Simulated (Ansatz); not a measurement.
HgTe (zinc blende)

```yaml
crystal:
  lattice:
    - [0.00000, 3.32535, 3.32535]
    - [3.32535, 0.00000, 3.32535]
    - [3.32535, 3.32535, 0.00000]
  atoms:
    - { symbol: Te, position: [0.75000, 0.75000, 0.75000] }
    - { symbol: Hg, position: [0.00000, 0.00000, 0.00000] }
```

The volume is varied about the relaxed value V₀ at fixed cell shape. Symmetry pins the atoms to their sites.

Level of theory: PBE (plane waves to 420 eV, PAW, scalar-relativistic; Ansatz, a program for electronic structure). k mesh 12×12×12 (Γ-centred), Fermi-Dirac smearing 0.05 eV. Stress and pressure are positive under compression. At this level the bands of HgTe touch or barely overlap. HgTe was relaxed with its symmetry unable to fall. Spin-orbit coupling is left out, though Hg and Te are heavy. The PAW data are Ansatz's earlier set. The relaxed volume of HgTe is well above the measured one; the method has no dispersion term.

At one point of the scan the stress tensor (GPa) is:

```
   -0.6      0.0      0.0
    0.0     -0.6      0.0
    0.0      0.0     -0.6
```

Problem. Which point is it?
A) V/V₀ = 1.020
B) V/V₀ = 1.060
C) V/V₀ = 1.100
D) V/V₀ = 1.040

Solution. A, V/V₀ = 1.020

(A scan under strain: stresses follow from slopes of the energy per volume, elastic moduli from its curvatures.)
